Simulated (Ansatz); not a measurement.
**Eu (bcc)**

Computed with Ansatz (plane waves, PAW, 420 eV cutoff): HSE06, scalar-relativistic, collinear spin, Γ-centred 6×6×6 mesh, 0.05 eV Gaussian smearing; PAW files: Ansatz's generated set soft_2.

```xyz
1
Lattice="-2.3187 2.3187 2.3187 2.3187 -2.3187 2.3187 2.3187 2.3187 -2.3187" Properties=species:S:1:pos:R:3 pbc="T T T"
Eu    0.0000    0.0000    0.0000
```

Magnetic state: ferromagnetic, site spin moments Eu 7.29 μB.

The volume is at zero pressure for this level.

Path: Γ–H–N–Γ–P–H | P–N, with Γ = (0.000, 0.000, 0.000), H = (0.500, -0.500, 0.500), N = (0.000, 0.000, 0.500), P = (0.250, 0.250, 0.250) in reciprocal vectors of the calculation's cell.

Question: Is it a metal or an insulator, and if it has a gap, where are the band edges on this path?

Answer: A metal: bands cross the Fermi level.

Levels between -4 and 4 eV from the Fermi level at the path's named points:
| point | spin | below E_F (eV) | above E_F (eV) |
| --- | --- | --- | --- |
| Γ | up | -2.15 -2.15 -2.15 -2.03 -2.03 -2.03 -1.99 | 2.42 2.42 2.42 3.82 3.82 |
| Γ | down | -3.76 | 3.46 3.46 3.46 |
| H | up | -2.15 -2.12 -2.12 -2.12 -2.00 -2.00 -2.00 -1.02 -1.02 |  |
| H | down |  | 0.55 0.55 |
| N | up | -2.15 -2.13 -2.12 -2.04 -2.04 -2.03 -2.02 -1.68 | 0.17 1.03 3.69 |
| N | down | -0.53 | 1.45 2.05 |
| P | up | -2.11 -2.09 -2.09 -2.09 -2.05 -2.05 -2.05 | 0.09 0.09 0.09 3.61 |
| P | down |  | 1.28 1.28 1.28 |

Scalar-relativistic only: spin–orbit splittings of the heavy atoms' levels are missing. The run wasn't fully tested for a lower electronic state. For a metal under a hybrid functional this mesh is coarse. Site moments are of spin, integrated over atomic spheres. No antiparallel order was tried.
